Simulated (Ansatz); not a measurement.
B$_{2}$O$_{3}$ in space group P3_121 (No. 152; B on 6c, O on 6c, O on 3a), DFT-PBEsol in the program Ansatz with PAW potentials, all energies at zero smearing, with the estimated change up to a 700 eV cutoff added, with one set of potentials and settings (totals compare only within such a set). Cell of 15 atoms (6 B, 9 O): -5976.991 eV.

```json
[
 {"element": "B", "reference phase": "R-3m, 12 atoms in the cell", "E (eV/atom)": "-152.6698"},
 {"element": "O", "reference phase": "C2/m, 4 atoms in the cell, spin-polarised", "E (eV/atom)": "-558.3554"}
]
```

Formation energy per atom, worked out: (-5976.991 − 6×(-152.6698) − 9×(-558.3554))/15 = -2.385 eV/atom (-230 kJ per mol of atoms), at 0 K, without zero-point energy or fitted corrections.

The workflow started from a Materials Project entry (that database holds measured and hypothetical structures alike); the Crystallography Open Database files this formula in space group No. 152, but the cells were not matched. Its standing as an ambient phase is unchecked. Symmetry was held in the PBEsol relaxation; whether a distortion lowers the energy is not shown. The references are the lowest solids computed at this level, not always the standard phases (solids in place of the gases).

Potentials: the later of the program's two PAW sets.
